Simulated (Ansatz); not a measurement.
Sn (beta-Sn type, space group I4_1/amd)

```xyz
2
Lattice="-2.9165 2.9165 1.5792 2.9165 -2.9165 1.5792 2.9165 2.9165 -1.5792" Properties=species:S:1:pos:R:3 pbc="T T T"
Sn     0.0000     2.9165     0.7896
Sn     0.0000     0.0000     0.0000
```

In this cell atom 1 (Sn, nearest neighbour Sn at 3.022 Å; its periodic images, 3.2 Å or more away, move with it) is moved by s along Cartesian x, unit vector (1.000, 0.000, 0.000); all other atoms and the cell stay fixed.

The numbers are results of PBEsol (plane waves to 420 eV, PAW, scalar-relativistic; Ansatz, a quantum-chemistry and plane-wave program), not measurements. k mesh 13×13×13 (Γ-centred), Fermi-Dirac smearing 0.05 eV. E stands for the smeared free energy. With partly filled bands, energies and forces of such displacements shift with the k mesh and the smearing. Sn was relaxed with its symmetry unable to fall. ΔE is measured from the undisplaced structure.

Successive frames, forces in eV/Å:

| frame | ΔE (meV/cell) | F on Sn1 | F on Sn2 |
|---|---|---|---|
| s = 0.300 Å | 192 | (-1.410, 0.000, -0.292) | (1.410, 0.000, 0.292) |
| s = 0.240 Å | 118 | (-1.047, 0.000, -0.182) | (1.047, 0.000, 0.182) |
| s = 0.180 Å | 65 | (-0.745, 0.000, -0.100) | (0.745, 0.000, 0.100) |
| s = 0.120 Å | 28 | (-0.480, 0.000, -0.043) | (0.480, 0.000, 0.043) |

Question: What are the energy and the forces in the next frame, s = 0.060 Å?

Answer: ΔE (meV/cell) = 7.

| atom | Fx | Fy | Fz |
|---|---|---|---|
| Sn1 | -0.234 | 0.000 | -0.011 |
| Sn2 | 0.234 | 0.000 | 0.011 |

(For displaced atoms, the force is minus the slope of the energy, and its curvature is a force constant, which sets phonon frequencies.)
